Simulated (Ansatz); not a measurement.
Relaxed-ion elastic tensor of CuCl (zinc blende, F-43m) in GPa (Voigt order), LDA (plane waves, PAW; program Ansatz); density 4.66 g/cm³, 17.65 Å³ per atom.

```
      1     2     3     4     5     6
-  ----  ----  ----  ----  ----  ----
1  83.7  69.7  69.7   0.0   0.0   0.0
2  69.7  83.7  69.7   0.0   0.0   0.0
3  69.7  69.7  83.7   0.0   0.0   0.0
4   0.0   0.0   0.0  18.1   0.0   0.0
5   0.0   0.0   0.0   0.0  18.1   0.0
6   0.0   0.0   0.0   0.0   0.0  18.1
```

Task: Is the crystal mechanically stable?

Result: Yes: the smallest eigenvalue of C is 14.0 GPa.

Task: Work out the Voigt, Reuss and Hill averages.

Result: K_V = 74.3, K_R = 74.3, K_H = 74.3; G_V = 13.7, G_R = 11.1, G_H = 12.4 GPa.

Task: Give Young's modulus, Poisson's ratio, Pugh's ratio and the universal anisotropy index.

Result: E = 9KG/(3K + G) = 35.2 GPa; ν = 0.42; K/G = 6.01 (ductile by the Pugh limit of 1.75); A_U = 5G_V/G_R + K_V/K_R − 6 = 1.17.

Task: Estimate the sound speeds and the Debye temperature.

Result: v_l = √((K + 4G/3)/ρ) = 4420 m/s, v_t = √(G/ρ) = 1630 m/s, mean 1850 m/s; Θ = (h/k)(3n/4πV)^(1/3) v_m = 212 K.

Task: Give the Zener ratio and Young's modulus along [100], [110] and [111].

Result: A = 2C44/(C11 − C12) = 2.59; 1/E = S11 − 2(S11 − S12 − S44/2)Γ with Γ = 0, 1/4, 1/3 gives 20.3, 36.7, 50.3 GPa.

Task: Solve the Christoffel equation for the three sound speeds along [100], [110], [111].

Result: Eigenvalues of C_ijkl n_j n_l equal ρv² (piezoelectric stiffening left out). In km/s, slowest first: [100] 1.97, 1.97, 4.24; [110] 1.23, 1.97, 4.51; [111] 1.52, 1.52, 4.60.

The LDA relaxation kept the symmetry of its start; phonons on a q-mesh show no instability. The run is not spin-polarised.

Potentials: the later of the program's two PAW sets.
